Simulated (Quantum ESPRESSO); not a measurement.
# In2GaAlP4: convergence and cost over cutoff and k mesh

Simulated, not a measurement. The program is pw.x of Quantum ESPRESSO 7.5 (plane-wave density functional theory). The cell is made up: 8 atoms on a zincblende/diamond lattice, with randomly drawn elements, strain and displacements, not relaxed. PseudoDojo standard norm-conserving files (v0.5 for PBE, v0.4.1 for LDA and PBEsol) set the functional; there is no spin polarisation, spin-orbit coupling or dispersion term, and the masses in the input are unused placeholders.

Input of the run in row 4:

```
&control calculation='scf', pseudo_dir='./dojo.nc.sr.pbe.v0_5.standard.upf', outdir='./o', disk_io='medium', tprnfor=.true., tstress=.true. /
&system ibrav=0, nat=8, ntyp=4, nbnd=37, ecutwfc=79.96652505, nosym=.true., tot_charge=0,
 occupations='smearing', smearing='fd', degauss=0.0018374661
/
&electrons conv_thr=7.350e-09, electron_maxstep=60, /
ATOMIC_SPECIES
Al 1.0 Al.upf
Ga 1.0 Ga.upf
In 1.0 In.upf
P 1.0 P.upf
CELL_PARAMETERS angstrom
5.5601 -0.007 0.034
-0.007 5.6249 0.0078
0.034 0.0078 5.5105
ATOMIC_POSITIONS angstrom
In -0.0163 -0.0286 -0.0254
Ga -0.058 2.8217 2.8173
In 2.7326 -0.0453 2.8638
Al 2.7377 2.8583 0.0113
P 1.3468 1.429 1.3972
P 1.3682 4.1968 4.1111
P 4.2351 1.3739 4.0805
P 4.1977 4.2648 1.4341
K_POINTS automatic
4 4 4 1 1 1
```

The same cell was run at these settings. Meshes are shifted by half a step, and differences are from the last row, which is itself not exact.

| cutoff (eV) | k mesh | k points solved | threshold (eV) | free energy less the last row's (eV) | pressure (GPa) | largest stress difference (GPa) | largest force difference (eV/Å) | iterations | wall time (s) | k-point pools | processor |
| --- | --- | --- | --- | --- | --- | --- | --- | --- | --- | --- | --- |
| 762 | 2 x 2 x 2 | 4 | 1e-04 | 2.287 | -6.34 | 15.53 | 0.037 | 6 | 50 | 1 | AMD EPYC, Zen 5 class |
| 1088 | 2 x 2 x 2 | 4 | 1e-07 | 0.437 | 9.45 | 0.33 | 0.023 | 10 | 112 | 1 | AMD EPYC, Zen 5 class |
| 666 | 4 x 4 x 4 | 32 | 1e-07 | 9.008 | -46.57 | 55.75 | 0.010 | 10 | 237 | 1 | AMD EPYC, Zen 5 class |
| 1088 | 4 x 4 x 4 | 32 | 1e-07 | 0.007 | 9.12 | 0.01 | 0.001 | 10 | 522 | 1 | AMD EPYC, Zen 5 class |
| 1377 | 6 x 6 x 6 | 108 | 1e-07 | 0.000 | 9.12 | 0.00 | 0.000 | 10 | 2100 | 1 | AMD EPYC, Zen 5 class |

Each pool is one process. Wall times include start-up and a band step at six k points, which weighs most on the coarsest meshes. The runs were on shared virtual cores whose load varied, so times are rough.